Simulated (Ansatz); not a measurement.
SnRu3C:
```cif
data_CRu3Sn
_chemical_formula_sum 'Sn1 Ru3 C1'
_space_group_name_H-M_alt 'P 1'
_space_group_IT_number 1
_cell_length_a 4.06627
_cell_length_b 4.06627
_cell_length_c 4.06627
_cell_angle_alpha 90.000
_cell_angle_beta 90.000
_cell_angle_gamma 90.000
loop_
_space_group_symop_operation_xyz
  'x, y, z'
loop_
_atom_site_label
_atom_site_type_symbol
_atom_site_fract_x
_atom_site_fract_y
_atom_site_fract_z
_atom_site_occupancy
Sn1 Sn 0.00000 0.00000 0.00000 1
Ru1 Ru 0.00000 0.50000 0.50000 1
Ru2 Ru 0.50000 0.00000 0.50000 1
Ru3 Ru 0.50000 0.50000 0.00000 1
C1 C 0.50000 0.50000 0.50000 1
```

This is the r²SCAN-relaxed structure.

**Question.** All from the program Ansatz at the r²SCAN level (PAW), unless another level is named. Estimate the formation energy from the elements (no fitted shifts).

**Answer.** 0.051 eV/atom.

**Question.** Next, the density of states at the Fermi level?

**Answer.** 0.26 states/eV per atom (mean over ±0.08 eV).

**Question.** Predict the gap with spin–orbit coupling.

**Answer.** none (metallic).

Space group Pm-3m (anti-perovskite). The start of the workflow was typed in or built on a structure type; neither database checked (COD, Materials Project) lists it. Whether it is the stable phase at ambient conditions was not checked. Symmetry was held in the r²SCAN relaxation; whether a distortion lowers the energy is not shown. The run is not spin-polarised. The references are the lowest solids computed at this level, not always the standard phases. Spin–orbit coupling is left out wherever it is not named.

Potentials: the later of the program's two PAW sets.
